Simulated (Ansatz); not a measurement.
LiHF$_{2}$ (R-3m), phonons: input and output

Level of theory: PBEsol, PAW on Ansatz 0.2.0's default frozen-core files (fitted under PBE), scalar-relativistic.

Cell and atoms were relaxed beforehand by PAW with this functional.

The structure is one entry of a database and needn't be the stable phase.

Command line:

```sh
ansatz run input.yaml --threads 1 --pin off --max-ram 3072MiB --backend cpu --events-out ev --progress --plain --runs-dir out
```

Input file:

```yaml
crystal:
  lattice:
    - [1.49552764711, 0.86344328964, 4.37958773716]
    - [-1.49552764711, 0.86344328964, 4.37958773716]
    - [0.0, -1.72688657928, 4.37958773716]
  atoms:
    - { symbol: Li, position: [0.0, 0.0, 0.0] }
    - { symbol: H, position: [0.5, 0.5, 0.5] }
    - { symbol: F, position: [0.413127260574, 0.413127260574, 0.413127260574] }
    - { symbol: F, position: [0.586872739426, 0.586872739426, 0.586872739426] }
kpoints:
  mp_grid: { grid: [8, 8, 8] }
scf:
  occupations: { method: fixed }
hamiltonian:
  xc: pbesol
  pseudopotentials: { kind: paw }
phonons:
  supercell: [1, 1, 1]
  amplitude: 0.15
```

The program printed:

```
Warning: RAYON_NUM_THREADS=1 ignored (pool sized by the plan → 1); use --threads N
Engine: ansatz 0.2.0, aarch64-unknown-linux-gnu
Pseudopotentials: kind: paw
Pseudopotential: Li, paw, valence charge 3, recommended cutoff 420 eV (normal), Li.paw.azcp
Pseudopotential: H, paw, valence charge 1, recommended cutoff 420 eV (normal), H.paw.azcp
Pseudopotential: F, paw, valence charge 7, recommended cutoff 420 eV (normal), F.paw.azcp
Functional definition: PBEsol
  exchange = pbesol_x
  correlation = pbesol_c
Crystal: 4 atoms, lattice volume = 33.932 Å³
Basis set: ecut = 420 eV, 651 PW (Γ), exchange–correlation on 64×64×64 points (8 copies of the dense FFT grid, shifted against one another)
Bands: 13, of which v1, the nominal top of the filled ones, is band 9 counted from 1 (8 counted from 0)
Symmetry: 12 space group operations
k-points: 65 of 512
Non-local potential: Li, projectors of the file, l = 0: 3, l = 1: 2, l = 2: 1
Non-local potential: H, projectors of the file, l = 0: 2, l = 1: 1
Non-local potential: F, projectors of the file, l = 0: 2, l = 1: 2, l = 2: 1
PAW form: soft (Blöchl's): semilocal exchange-correlation on the pseudo side does not see the compensation charge
PAW frozen core: F, regenerated for the run's functional, and the local potential with it (the file was generated under x = pbe(κ = 0.804, μ = 0.2195149727645171), c = pbe(β = 0.06672455060314922))
PAW one-centre angular grid: Li, 110 points (default); XC on 64 Gauss nodes
PAW one-centre angular grid: H, 110 points (default); XC on 64 Gauss nodes
PAW one-centre angular grid: F, 110 points (default); XC on 64 Gauss nodes
Initial density: superposition of atomic densities (neutral atoms: chi_scale 0, normalization atom), corrected by the library's trained network
Initial wavefunctions: pseudopotential atomic-orbital guess
Functional: x = pbesol(κ = 0.804, μ = 0.12345679012345678), c = pbesol(β = 0.046)
[... 52 lines left out ...]
SCF iter   3: F=—  HF=-1823.273084 eV  |F-HF|=—  |Δ(HF+E_count)|=   1.88e-3  Δρ=2.86e-3  dr2=1.24e-3  ethr=1.50e-5  ⟨swp⟩=2.1  Hψ=3218  notcnv=0  defer=300
SCF iter   4: F=—  HF=-1823.272791 eV  |F-HF|=—  |Δ(HF+E_count)|=   2.93e-4  Δρ=4.37e-4  dr2=1.62e-5  ethr=6.90e-6  ⟨swp⟩=2.2  Hψ=2942  notcnv=0  defer=300
SCF iter   5: F=—  HF=-1823.272788 eV  |F-HF|=—  |Δ(HF+E_count)|=   3.26e-6  Δρ=1.52e-4  dr2=2.82e-6  ethr=8.98e-8  ⟨swp⟩=2.0  Hψ=2851  notcnv=0
SCF iter   6: F=—  HF=-1823.272787 eV  |F-HF|=—  |Δ(HF+E_count)|=   6.80e-7  Δρ=3.25e-5  dr2=8.67e-8  ethr=1.56e-8  ⟨swp⟩=2.2  Hψ=2940  notcnv=0
SCF iter   7: F=—  HF=-1823.272787 eV  |F-HF|=—  |Δ(HF+E_count)|=   2.40e-8  Δρ=5.16e-6  dr2=2.57e-9  ethr=4.81e-10  ⟨swp⟩=2.1  Hψ=3048  notcnv=0
SCF iter   8: F=-1823.272787 eV  HF=-1823.272787 eV  |F-HF|=2.07e-11  |Δ(HF+E_count)|=   1.16e-9  Δρ=5.61e-7  dr2=3.16e-11  ethr=1.00e-12  ⟨swp⟩=3.0  Hψ=7480  notcnv=0
SCF 5 converged in 8 iterations: F = -1823.272787 eV  dr2 = 3.16e-11
SCF converged after 6 iterations
Free energy (F): -1823.355475 eV
Harris-Foulkes:  -1823.355475 eV  (|F-HF|=1.38e-9)
Internal energy: -1823.355475 eV  (E = F + TS)
E sigma→0 (E₀):  -1823.355475 eV
Fermi energy:    -1.149112 eV
--- Per-component energies (eV) ---
  E_band       = -200.575313
  E_kinetic    = 448.486060
  E_local      = -1374.971667  (includes V_loc(G=0)·N_el)
  E_nonlocal   = 116.247179
  E_hartree    = 491.306251
  E_xc         = -176.973178
  E_vxc        = -228.425648  (∫ρ·V_xc dr)
  E_paw        = -407.895207  (= ΣΔE_a)
  E_vpaw       = -144.526480  (= ΣTr[D̂ρ^β])
  E_aug_tail   = 0.003339  (compensation charges beyond the density's cutoff)
  E_ewald      = -919.643137
  E_core_change = 0.084885  (= ΣΔE_core)
  E_smearing   = -0.000000  (= −TS)
  E_closure    = 0.000000  (closes the sum)
  Σ components = -1823.355475   (vs F -1823.355475, Δ=0.00e0)
--- Forces (eV/Å), atoms counted from 1 ---
  atom   1  Li    -0.00000000     0.00000000     0.00000000
  atom   2  H     -0.00000000     0.00000000     0.00000000
  atom   3  F     -0.00000000    -0.00000000    -0.00000847
  atom   4  F      0.00000000     0.00000000     0.00000847
  max |Σ_I F_I| component: 2.31e-18 eV/Å
--- Phonons: 4 displaced members + reference (amplitude 0.15 Å, Σ member SCF iterations 34) ---
  symmetry images taken by strict's conditions (phonons.symmetry_images: auto; settled by no image being taken that strict refuses)
  ASR residual: 1.133e-1 → 0.000e0 eV/Å²; symmetrization residual: 6.353e-2 eV/Å²
  largest component of a force at the reference: 8.5e-6 eV/Å
  ASR residual per site (eV/Å²): 1.47e-2 1.13e-1 5.88e-2 5.88e-2
  Γ frequencies (cm⁻¹): 0.00 0.00 0.00 149.20 149.20 314.96 314.96 326.97 676.13 1068.52 1068.52 1731.94
  density of states and harmonic sums: on the 24×24×24 q-mesh, interpolated from the force constants of a 1×1×1 supercell (no non-analytic term)
  largest difference from the sums on the solved wave vectors: F 4.89e-1 eV, S 7.48e-4 and C_V 2.58e-4 eV/K
```

Self-consistency was reached.

### Zone-centre phonons

Harmonic phonons of a crystal by Kohn-Sham DFT at the given cell, standard atomic masses, acoustic sum rule imposed; negative wavenumbers are unstable modes; optical zone-centre levels upwards with Mulliken labels, activity, and the element with most of the kinetic energy.

```json
{"Point group": "-3m"}
```

| number | phonon wavenumber (cm⁻¹) | label | infrared | raman | lead element |
| --- | --- | --- | --- | --- | --- |
| 1 | 149.2 | Eg | no | yes | F |
| 2 | 315 | Eu | yes | no | Li |
| 3 | 327 | A2u | yes | no | Li |
| 4 | 676.1 | A1g | no | yes | F |
| 5 | 1068 | Eu | yes | no | H |
| 6 | 1732 | A2u | yes | no | H |

Known limits: frozen-core PAW files fitted under PBE, their cores solved anew for the functional of the run; zone-boundary modes aren't tested; settings unsound, results are not properties of the crystal; no LO-TO term at the zone centre.

It took 30 s on 1 thread of Arm Neoverse V1, on a shared host, peak memory 0.38 GiB.
